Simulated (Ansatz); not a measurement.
Input and command of a plane-wave DFT calculation in Ansatz:

```yaml
crystal:
  lattice:
    - [4.2679734337, 0.0, 0.0]
    - [-2.1339867169, 3.6961734162, 0.0]
    - [0.0, 0.0, 6.6954763337]
  atoms:
    - { symbol: Cs, position: [0.0, 0.0, 0.0] }
    - { symbol: C, position: [0.3333333333, 0.6666666667, 0.6444] }
    - { symbol: C, position: [0.6666666667, 0.3333333333, 0.3556] }
    - { symbol: O, position: [0.3333333333, 0.6666666667, 0.2599] }
    - { symbol: O, position: [0.6666666667, 0.3333333333, 0.7401] }
basis:
  ecutwfc: 420
kpoints:
  mp_grid: { grid: [6, 6, 4] }
hamiltonian:
  xc: pbesol
scf:
  occupations: { method: gaussian, width: 0.1 }
  lower_state_search: "off"
output:
  forces: true
  stress: true
  eigenvalues: true
```

```bash
ansatz run input.yaml --threads 1 --pin off --max-ram 2560MiB --backend cpu --events-out ev --progress --plain --runs-dir out
```

Processor: Arm Neoverse V2, 1 thread, on a host shared with other jobs.

Question: How long does it run, and how much memory does it take?

Answer: About 3.8 s on 1 thread of Arm Neoverse V2, with other jobs on the host, peak memory 0.36 GiB. It solves 20 bands at 24 k points (the mesh reduced by symmetry) with about 2045 plane waves, in 9 SCF iterations.
